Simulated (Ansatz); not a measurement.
**Profile along the Sc–N line in Sc3InN (anti-perovskite)**

Sc$_{3}$InN (anti-perovskite)

```
CELL_PARAMETERS angstrom
      4.41593     0.00000     0.00000
      0.00000     4.41593     0.00000
      0.00000     0.00000     4.41593
ATOMIC_POSITIONS crystal
  Sc 0.50000 0.50000 0.00000
  Sc 0.00000 0.50000 0.50000
  Sc 0.50000 0.00000 0.50000
  In 0.00000 0.00000 0.00000
  N  0.50000 0.50000 0.50000
```

Fields along a shortest Sc–N line of a {110} plane (2.21 Å), from Sc to N, interpolated on the slice's grid (step about 0.2 Å). All values below come from PBEsol (plane waves to 420 eV, PAW, scalar-relativistic; Ansatz, an electronic-structure program). k mesh 11×11×11. These are valence fields of a PAW run, semicore shells included where kept as valence: close to a nucleus they are smooth pseudo fields. Sc3InN is run without spin polarisation. Sc3InN was relaxed with its symmetry unable to fall.

```csv
distance from Sc (Å),valence electron density (e/Å³),electron localisation function
0.00,7.40,x
0.11,7.40,x
0.22,7.23,x
0.33,6.58,x
0.44,5.40,0.67
0.55,3.88,0.71
0.66,2.42,0.71
0.77,1.33,0.50
0.88,0.75,0.27
0.99,0.50,0.16
1.10,0.43,0.16
1.22,0.48,0.37
1.33,0.63,0.61
1.44,0.89,0.76
1.55,1.30,0.81
1.66,1.91,0.80
1.77,2.64,0.70
1.88,3.24,x
1.99,3.54,x
2.10,3.54,x
2.21,3.50,x
```

x: too close to a nucleus for the ELF to mean much.

Density on the Sc–N line (2.21 Å) at its midpoint: 0.43 e/Å³. ELF at that point: 0.16.
